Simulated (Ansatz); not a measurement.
Data:

La$_{2}$O$_{3}$:
Space group P-3m1 (No. 164); a = b = 3.9404 Å, c = 6.1875 Å, α = β = 90.00°, γ = 120.00°

| atom | site | symmetry | x | y | z |
|---|---|---|---|---|---|
| La | 2d | 3m. | 0.3333 | 0.6667 | 0.2474 |
| O | 2d | 3m. | 0.6667 | 0.3333 | 0.3547 |
| O | 1a | -3m. | 0.0000 | 0.0000 | 0.0000 |

This is the PBE-relaxed structure.

All from PBE in the plane-wave PAW code Ansatz, unless another level is named. Give the electron effective mass.

0.74, 2.4, 4.5 mₑ (principal values).

What about the hole effective mass?

1.3, 1.4, 5.0 mₑ (principal values).

Next, the weight of the valence-edge state by species (Voronoi cells)?

O 91 %, La 9 %.

Give the valence-band maximum.

on the H–A line, 26 % of the way from H.

The PBE relaxation kept the symmetry of its start; phonons on a q-mesh show no instability. Scalar-relativistic: spin–orbit coupling is off unless named, which matters more the heavier the elements.

Potentials: the later of the program's two PAW sets.

Edges and masses are those of Kohn–Sham bands, whose gap is no quasiparticle gap.
